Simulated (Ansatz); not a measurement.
The elements of this relaxed trial crystal are hidden behind letters.

```
lattice vectors (Å)
   3.4527    0.0000    0.0000
  -1.7264    2.9901    0.0000
   0.0000    0.0000    6.4513
fractional positions
X 0.6667 0.3333 0.6764
X 0.3333 0.6667 0.3052
Z 0.8336 0.1664 0.0335
Z 0.8336 0.6672 0.0335
Z 0.3328 0.1664 0.0335
```

Computed with DFT PBE, scalar-relativistic, plane waves, PAW (Ansatz 0.2.0). Settings of the last relaxation (5-atom cell): 420 eV, 12×12×6 k points, Gaussian smearing of 0.10 eV, no spin polarisation.

```
Space group                                : P3m1 (No. 156)
Conventional cell                          : a = 3.453 Å, c = 6.451 Å
Volume per atom                            : 13.32 Å³
Density                                    : 2.02 g/cm³
Formation energy                           : +0.27 eV/atom
Gap on the 12×12×6 mesh of the 5-atom cell : 0 eV (a metal)
```

Energies are uncorrected and count from the elements' standard states at the same level.

Task: X is an s-block element of period 3 and Z is a p-block element of period 2. Which elements are they?

Result: X = Mg, Z = B, so the formula is Mg2B3. Density times volume gives a mean mass of 2.02 × 13.32/1.6605 = 16.2 u per atom, and this set has 16.2 u. Among the elements that the hints allow, noble gases aside, only these give it. Mg on its first site has 3 B at 2.51 Å; Mg on its second site is surrounded by 6 B at 2.46 Å; B has 4 B at 1.72–1.73 Å and 3 Mg at 2.46–2.51 Å.

The cell is a metal run without spin; a magnetic state may lie lower. A later test with randomly moved atoms led to a structure 85 meV/atom lower, so this end is a saddle point or a shallow minimum.
